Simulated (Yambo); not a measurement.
CaCd2P2 (space group P-3m1, No. 164), G0W0@LDA in Yambo (3×3×2 mesh, plasmon pole; 8 Ry block, no terminator). The number N of bands in W and G is varied.

| N | x = 1/N | gap Γ → Γ (eV) | shift of the valence edge (eV) |
|---|---|---|---|
| 86 | 0.01163 | 1.423 | -0.026 |
| 123 | 0.00813 | 1.392 | -0.233 |
| 170 | 0.00588 | 1.393 | -0.379 |
| 217 | 0.00461 | ? | ? |

**Question.** Basis-set arguments suggest E = E∞ + A x. Fix A and E∞ from the two rows above the withheld one, predict the row at 217 bands, and test the form.

**Answer.** Gap: A = (1.393 − (1.392))/(0.00588 − 0.00813) = -0.44, E∞ = 1.396 eV, so 1.394 eV is predicted; the run gave 1.404 eV (miss 10 meV). The first two rows have slope 8.86, so the form doesn't hold yet over the whole range. Shift: A = (-0.379 − (-0.233))/(0.00588 − 0.00813) = 64.9, E∞ = -0.761 eV, so -0.461 eV is predicted; the run gave -0.471 eV (miss 10 meV). The first two rows have slope 59.1, within 15 % of that. The other settings are held fixed.

Spin-orbit coupling is not included.

Geometry of the Materials Project entry, not relaxed at this level; primitive cell a = 4.2923 Å, b = 4.2923 Å, c = 7.0555 Å, α = 90.00°, β = 90.00°, γ = 120.00°.

A shift is the quasiparticle energy of the state minus its LDA energy.
